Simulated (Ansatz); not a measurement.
A geometry of MgF₂ away from equilibrium: the start of the relaxation of a randomly generated symmetric cell of MgF2 (space group No. 191). The numbers are results of PBE (plane waves to 420 eV, PAW, scalar-relativistic; Ansatz, a quantum-chemistry and plane-wave program), not measurements. Γ-centred k-mesh 4×4×8 on the run's cell (coarser than for final values), Fermi–Dirac smearing 0.05 eV.

```xyz
9
Lattice="6.7386 0.0000 0.0000 -3.3693 5.8358 0.0000 0.0000 0.0000 3.0694" Properties=species:S:1:pos:R:3 pbc="T T T"
F      1.5721     0.0000     0.0000
F     -0.7861     1.3615     0.0000
F      2.5832     4.4743     0.0000
F      5.1665     0.0000     0.0000
F     -2.5832     4.4743     0.0000
F      0.7861     1.3615     0.0000
Mg     0.0000     0.0000     1.5347
Mg     0.0000     3.8905     0.0000
Mg     3.3693     1.9453     0.0000
```

Which atoms carry the largest force, and which way does it point?

12.84 eV/Å, on F1, F2, F3, F4, F5, F6 (atoms numbered as listed); on F1 its components are (12.84, 0.00, 0.00).

What is the pressure?

+48.1 GPa, compression positive.

No spin polarisation in the result.

The run could not lower the symmetry of its start; a shaken copy of this end point relaxes with PBE to P-31m (No. 162), 1.155 eV/atom lower.

The end of the path is a generated cell of MgF2: the first start was made by a random draw of sites in a space group, and the end was not matched to a known phase here, so it may be hypothetical. Known forms of MgF2 include space group No. 136.
